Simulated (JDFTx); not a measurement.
Reference run:

Au(100) slab cut from bulk Au (space group Fm-3m, indices of the conventional cell, lattice of the Materials Project entry mp-81, not re-optimised): 5 atoms in 5 planes, a 1x1 cell of 8.70 Å² (|a| = 2.950, |b| = 2.950 Å), 8.3 Å between the outermost planes, cell height 24.3 Å, 8×8×1 k mesh, Fermi smearing 0.01 Ha, no spin polarisation.

Reference level: PBE, GBRV ultrasoft potentials, plane waves to 20/100 Ha, in JDFTx (a modified build). Unrelaxed; liquid: CANDLE, water, 1 M NaCl. Potentials are on the SHE scale by the convention U = −μ/e − 4.44 V; references calibrated for a solvation model differ from this value. LDA and PBEsol take their own potentials, PW91 and RPBE those of PBE; the lattice is kept.

```tsv
functional	work function (eV)	U_pzc (V)	k states × plane waves	cycles, vacuum run	rough core time, vacuum run
LDA	5.54	0.84	15 × 6096	19	7 min
PBE	5.11	0.41	15 × 6096	18	6 min
PBEsol	5.24	0.55	15 × 6096	20	5 min
PW91	5.17	0.47	15 × 6096	20	5 min
RPBE	…	…	15 × 6096	20	6 min
```

Question: Some entries are withheld; supply them.

Answer: 
- RPBE, work function (eV): 4.93
- RPBE, U_pzc (V): 0.22

The times are rough (shared hosts); only ratios past two mean anything.
